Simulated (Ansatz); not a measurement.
The start is a generated trial cell of Al2CdS4 in the spinel structure type. Cell shape, volume and atoms are optimised at zero target pressure with r2SCAN (plane waves to 500 eV, PAW, scalar-relativistic; Ansatz, an electronic-structure program). First-step values are on the input's coarse k-mesh.

Ansatz input (later rounds restart from its end on a renewed k-mesh):
Ansatz 0.2 input:
```yaml
crystal:
  lattice:
    - [0, 4.975428, 4.975428]
    - [4.975428, 0, 4.975428]
    - [4.975428, 4.975428, 0]
  atoms:
    - { symbol: Al, position: [0.625, 0.625, 0.625] }
    - { symbol: Al, position: [0.125, 0.625, 0.625] }
    - { symbol: Al, position: [0.625, 0.125, 0.625] }
    - { symbol: Al, position: [0.625, 0.625, 0.125] }
    - { symbol: Cd, position: [0.25, 0.25, 0.25] }
    - { symbol: Cd, position: [0, 0, 0] }
    - { symbol: S, position: [0.8626, 0.8626, 0.8626] }
    - { symbol: S, position: [0.4122, 0.8626, 0.8626] }
    - { symbol: S, position: [0.8626, 0.4122, 0.8626] }
    - { symbol: S, position: [0.8626, 0.8626, 0.4122] }
    - { symbol: S, position: [0.3874, 0.3874, 0.3874] }
    - { symbol: S, position: [0.8378, 0.3874, 0.3874] }
    - { symbol: S, position: [0.3874, 0.8378, 0.3874] }
    - { symbol: S, position: [0.3874, 0.3874, 0.8378] }
basis: { ecutwfc: 500, ecutrho_ratio: 4, xc_grid: 4, fft_grid_basis: typed }
kpoints: { mp_grid: { grid: [4, 4, 4] } }
hamiltonian:
  xc: r2scan
  dispersion: none
  pseudopotentials: { kind: paw }
scf: { occupations: { method: fermi_dirac, width: 0.05 } }
relax: { f_tol: 0.01, max_steps: 100, cell: { stress_tol: 0.02 } }
output: { forces: true, stress: true }
```

Problem. What pressure does the first self-consistent step give?

Solution. +11.1 GPa (positive: the cell is compressed).

Problem. What is the largest force in the starting geometry, and on which atom (counted from 1)?

Solution. 0.52 eV/Å, on S7, S8, S9, S10, S11, S12, S13, S14 (atoms numbered as listed).

Problem. By how much does the energy per atom fall from start to end?

Solution. 65 meV/atom.

Problem. Is the relaxed structure metallic? Give its gap.

Solution. 3.02 eV, direct at Γ (no spin-orbit coupling).

The space group stays Fd-3m (No. 227) (the run could not lower it); the end is spinel type, with 14 atoms in the primitive cell. Final values are on a 5×5×5 k-mesh of the relaxed cell. No spin polarisation in the result.

The run could not lose the symmetry of its start.

The first start was generated by placing the elements on the sites of a structure type. Materials Project lists a structure of Al2CdS4 in the same space group, Fd-3m (No. 227); the sites were not compared with it, nor with measured phases. Known forms of Al2CdS4 include space group No. 82.
